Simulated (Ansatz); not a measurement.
Relaxed-ion elastic tensor of GaP (zinc blende, F-43m) in GPa (Voigt order), LDA (plane waves, PAW; program Ansatz); density 4.27 g/cm³, 19.59 Å³ per atom.

|  | 1 | 2 | 3 | 4 | 5 | 6 |
|---|---|---|---|---|---|---|
| 1 | 142 | 64.0 | 64.0 | 0.0 | 0.0 | 0.0 |
| 2 | 64.0 | 142 | 64.0 | 0.0 | 0.0 | 0.0 |
| 3 | 64.0 | 64.0 | 142 | 0.0 | 0.0 | 0.0 |
| 4 | 0.0 | 0.0 | 0.0 | 71.0 | 0.0 | 0.0 |
| 5 | 0.0 | 0.0 | 0.0 | 0.0 | 71.0 | 0.0 |
| 6 | 0.0 | 0.0 | 0.0 | 0.0 | 0.0 | 71.0 |

Task: Is the crystal mechanically stable?

Result: Yes: the smallest eigenvalue of C is 71.0 GPa.

Task: Work out the Voigt, Reuss and Hill averages.

Result: K_V = 90.1, K_R = 90.1, K_H = 90.1; G_V = 58.3, G_R = 53.6, G_H = 56.0 GPa.

Task: Give Young's modulus, Poisson's ratio, Pugh's ratio and the universal anisotropy index.

Result: E = 9KG/(3K + G) = 139 GPa; ν = 0.24; K/G = 1.61 (brittle by the Pugh limit of 1.75); A_U = 5G_V/G_R + K_V/K_R − 6 = 0.44.

Task: Estimate the sound speeds and the Debye temperature.

Result: v_l = √((K + 4G/3)/ρ) = 6210 m/s, v_t = √(G/ρ) = 3620 m/s, mean 4020 m/s; Θ = (h/k)(3n/4πV)^(1/3) v_m = 444 K.

Task: Give the Zener ratio and Young's modulus along [100], [110] and [111].

Result: A = 2C44/(C11 − C12) = 1.81; 1/E = S11 − 2(S11 − S12 − S44/2)Γ with Γ = 0, 1/4, 1/3 gives 103, 145, 169 GPa.

The LDA relaxation kept the symmetry of its start; phonons on a q-mesh show no instability. Scalar-relativistic: spin–orbit coupling is off unless named, which matters more the heavier the elements.

Potentials: the later of the program's two PAW sets.
